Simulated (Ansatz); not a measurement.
input.yaml (Ansatz)

```yaml
crystal:
  lattice:
    - [4.9413871689, 0.0, 0.0]
    - [-2.4706935844, 4.2793668182, 0.0]
    - [0.0, 0.0, 2.7087528917]
  atoms:
    - { symbol: Nb, position: [0.0, 1.0, 1.0], spin: 1.0 }
    - { symbol: Nb, position: [0.3333333333, 0.6666666667, 0.5], spin: 1.0 }
    - { symbol: Nb, position: [0.6666666667, 0.3333333333, 0.5], spin: 1.0 }
hamiltonian:
  xc: r2scan
  pseudopotentials:
    kind: paw
    azcp:
      Nb: "pseudopotentials/Nb.paw.azcp"
basis:
  ecutwfc: 500
  fft_grid_basis: typed
kpoints:
  mp_grid: { grid: [10, 10, 15], shift: [0, 0, 0] }
magnetization:
  spin_polarized: true
scf:
  occupations: { method: fermi_dirac, width: 0.05 }
output:
  stress: true
```

Output

```
Engine: ansatz 0.2.0, aarch64-unknown-linux-gnu
Pseudopotentials: kind: paw
Pseudopotential: Nb, paw, valence charge 13, recommended cutoff 500 eV (meta_gga) 
Functional definition: r2SCAN
  parameter k0 = 0.174
  parameter k1 = 0.065
  parameter a1 = 4.9479
  exchange = r2scan_x(k0 = k0, k1 = k1, a1 = a1)
  correlation = r2scan_c
Crystal: 3 atoms, lattice volume = 57.279 Å³
Basis set: ecut = 500 eV, 1431 PW (Γ), exchange–correlation on 160×160×80 points (64 copies of the dense FFT grid, shifted against one another)
Bands: 26, of which v1, the nominal top of the filled ones, is band 20 counted from 1 (19 counted from 0)
Symmetry: 24 space group operations
Space group: P6/mmm (ITA 191), of the structure as read, at distance tolerance 3.9e-5 Å
Magnetic group: BNS 191.233 (UNI 1463), of the structure as read, at distance tolerance 3.9e-5 Å
k-points: 112 of 1500
Non-local potential: Nb, projectors of the file, l = 0: 3, l = 1: 2, l = 2: 2, l = 3: 1
PAW form: soft (Blöchl's): semilocal exchange-correlation on the pseudo side does not see the compensation charge
PAW frozen core: Nb, regenerated for the run's functional (the file was generated under x = pbe(κ = 0.804, μ = 0.2195149727645171), c = pbe(β = 0.06672455060314922))
PAW one-centre angular grid: Nb, 590 points (default); XC on 160 Gauss nodes
Initial density: superposition of atomic densities (chi_scale 0.1, normalization cell)
Starting moments: Σ|m| = 3 μB on 3 of 3 sites
Initial wavefunctions: pseudopotential atomic-orbital guess
Functional: x = r2scan, c = r2scan; τ floored in thin density (d = 2e-4 eV/Å³)
SCF iter   1: F=—  HF=-13690.412265 eV  |F-HF|=—  |Δ(HF+E_count)|=         —  Δρ=5.09e-2 (↑5.09e-2 ↓2.92e-2)  dr2=3.85e0  dr2_τ=4.11e-2  dr2_m=1.67e-1  M=1.497 μB ∫|m|=1.497 μB  β_m=0.60  ethr=3.10e-3  ⟨swp⟩=5.2  Hψ=22127  notcnv=0
Mixer restart at iter 1: flushing history
spin=Collinear: Kerker preconditioning applied to the charge; magnetization (m = ρ↑ − ρ↓) channel mixes plain (no charge-response kernel on spin).
SCF iter   2: F=—  HF=-13690.129969 eV  |F-HF|=—  |Δ(HF+E_count)|=   2.82e-1  Δρ=3.53e-2 (↑3.53e-2 ↓2.41e-2)  dr2=2.16e0  dr2_τ=1.16e-2  dr2_m=5.25e-2  M=1.201 μB ∫|m|=1.201 μB  β_m=0.30  ethr=3.10e-3  ⟨swp⟩=2.8  Hψ=11111  notcnv=0  defer=151  κ⁻¹=1.0e0(r=1)
SCF iter   3: F=—  HF=-13690.128900 eV  |F-HF|=—  |Δ(HF+E_count)|=   1.07e-3  Δρ=1.22e-2 (↑8.65e-3 ↓1.22e-2)  dr2=1.60e-1  dr2_τ=2.45e-3  dr2_m=1.01e-2  M=0.462 μB ∫|m|=0.467 μB  β_m=0.30  ethr=3.10e-3  ⟨swp⟩=2.0  Hψ=10906  notcnv=0  defer=151  κ⁻¹=3.7e-2(r=2)
...
SCF iter  16: F=—  HF=-13690.288198 eV  |F-HF|=—  |Δ(HF+E_count)|=   1.27e-9  Δρ=7.62e-7 (↑7.62e-7 ↓6.60e-7)  dr2=4.20e-10  dr2_τ=1.37e-11  dr2_m=1.81e-10  M=-0.000 μB ∫|m|=0.000 μB  β_m=0.46  ethr=1.06e-11  ⟨swp⟩=1.0  Hψ=15250  notcnv=0  κ⁻¹=3.6e-6(r=8)
SCF iter  17: F=—  HF=-13690.288198 eV  |F-HF|=—  |Δ(HF+E_count)|=  6.40e-10  Δρ=5.93e-7 (↑3.53e-7 ↓5.93e-7)  dr2=5.74e-10  dr2_τ=7.22e-12  dr2_m=6.54e-11  M=-0.000 μB ∫|m|=0.000 μB  β_m=0.30  ethr=1.08e-12  ⟨swp⟩=2.0  Hψ=11092  notcnv=0  κ⁻¹=2.7e-6(r=8)
SCF iter  18: F=-13690.288198 eV  HF=-13690.288198 eV  |F-HF|=2.55e-11  |Δ(HF+E_count)|=  1.82e-10  Δρ=2.16e-7 (↑1.81e-7 ↓2.16e-7)  dr2=3.34e-11  dr2_τ=4.62e-13  dr2_m=1.62e-11  M=-0.000 μB ∫|m|=0.000 μB  ethr=1.08e-12  ⟨swp⟩=2.0  Hψ=11082  notcnv=0
SCF 1 converged in 18 iterations: F = -13690.288198 eV  dr2 = 3.34e-11
WARN: the starting moments were not kept: the SCF closed with an absolute magnetisation of 2.8e-5 μB, where they sum to 3 μB in size (3 sites). That is at most 0.1 of that sum. Measured as dr2_m measures the in/out step, that magnetisation stands 5.6e-11 eV from none, at or under the dr2_threshold of 1.0e-7 eV: it is no larger than a step whose dr2_m would equal this threshold. The system may hold no moment; this SCF shows only that its start led to no more than that. To try another start: raise the starting moments (crystal.atoms[].spin, magnetization.per_species, magnetization.initial_magnetization, or on a non-collinear deck that types none of these the spinor_matrix: blocks that start its atoms; where the total moment is fixed, keep their sum and leave initial_magnetization as it is; typed ones take the place of any that the run laid by itself, positive ones on a crystal's lanthanoids without a Hubbard term where scf.initial_density.shell_occupations: [] is typed) or, if the notice of its spin-set hold's release reads "site moments contracting" or "site moments show no strong build", lengthen the hold (scf.mixing.spin_hold: { on: { confirm: 4 } }; for m-r²SCAN on two components see the key's manual first). Each may lead to a state that holds a moment. A second SCF, from the converged charge density, with the starting moments and any scf.initial_density.shell_occupations laid on it anew, would have followed, and was not run: the deck does not ask for one (magnetization.retry_lost_moments is false, the default). To let it run, set magnetization.retry_lost_moments: true and run the deck again, where that key's refused combinations let it; where memory then withholds it, that run's warning says so.
this state was not tested for a lower state beside it, because the mixer in use, unlike msr1, does not test its closes by its own steps (another_mixer; see scf.mixing.algorithm and scf.lower_state_search)
SCF converged after 18 iterations
Magnetization: -0.0000 μB (19.5000 up, 19.5000 down)
Absolute magnetization: 0.0000 μB (∫|ρ↑−ρ↓|, with the PAW one-centre terms)
Spin contamination: 0.0000 ħ² per cell (⟨S²⟩ above its minimum at these occupations)
Per-site moments (μB) at R_I (Å): [(-8.806446286624501e-6, 1.1173605678262502), (4.166631870322891e-6, 1.1173605678262502), (4.166631870322891e-6, 1.1173605678262502)]
Free energy (F): -13690.288198 eV
Harris-Foulkes:  -13690.288198 eV  (|F-HF|=2.55e-11)
Internal energy: -13690.264624 eV  (E = F + TS)
E sigma→0 (E₀):  -13690.276411 eV
Entropy (-TS):   -0.023574 eV (-7.858 meV/atom)
Fermi energy:    16.805029 eV
--- Per-component energies (eV) ---
  E_band       = -283.082742
  E_kinetic    = 1177.042232
  E_local      = -2195.719150  (includes V_loc(G=0)·N_el)
  E_nonlocal   = 358.372650
  E_hartree    = 682.150997
  E_xc         = -507.072961
  E_vxc        = -707.161894  (∫ρ·V_xc dr)
  E_paw        = -9270.482444  (= ΣΔE_a)
  E_vpaw       = -324.358437  (= ΣTr[D̂ρ^β])
  E_aug_tail   = 0.000013  (compensation charges beyond the density's cutoff)
  E_vtau       = 44.439855  (kinetic-family band-sum trace: ∫τ·v_τ [+ j·A + Jᵃ·Aᵃ] dr)
  E_ewald      = -3933.978668
  E_core_change = -0.577292  (= ΣΔE_core)
  E_smearing   = -0.023574  (= −TS)
  E_closure    = -0.000000  (closes the sum)
  Σ components = -13690.288198   (vs F -13690.288198, Δ=0.00e0)
--- Stress (GPa, compression-positive) ---
       -5.647767      -0.000000       0.000000
        0.000000      -5.647767       0.000000
        0.000000       0.000000      -7.201096
  P = ⅓ Tr σ = -6.1655 GPa (-61.655 kbar)
```
